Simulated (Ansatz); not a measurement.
Theory: Ansatz, DFT, LDA (PW92), plane waves (420 eV) with PAW, scalar-relativistic. The PAW files were generated under PBE, with cores re-solved for the functional.

An element in the simple cubic structure gives this curve. The cell is scaled uniformly from the relaxed one, with fractional coordinates and shape fixed. Energies are extrapolated to zero smearing, pressures are those at the given smearing. Magnetic state: spin not included.

```json
{"V (Å³/atom)": "74.696", "E − E₀ (meV/atom)": "11.6", "P (GPa)": "0.43"}
{"V (Å³/atom)": "78.091", "E − E₀ (meV/atom)": "4.4", "P (GPa)": "0.25"}
{"V (Å³/atom)": "81.486", "E − E₀ (meV/atom)": "0.8", "P (GPa)": "0.10"}
{"V (Å³/atom)": "84.881", "E − E₀ (meV/atom)": "0.0", "P (GPa)": "-0.02"}
{"V (Å³/atom)": "88.277", "E − E₀ (meV/atom)": "1.6", "P (GPa)": "-0.11"}
{"V (Å³/atom)": "91.672", "E − E₀ (meV/atom)": "5.1", "P (GPa)": "-0.20"}
{"V (Å³/atom)": "95.067", "E − E₀ (meV/atom)": "10.2", "P (GPa)": "-0.26"}
```

Problem. Which element is it?
A. bismuth
B. rubidium
C. lanthanum
D. sodium

Solution. B. Its fit is V₀ = 84.20 Å³/atom, B₀ = 2.8 GPa, B₀′ = 3.9.
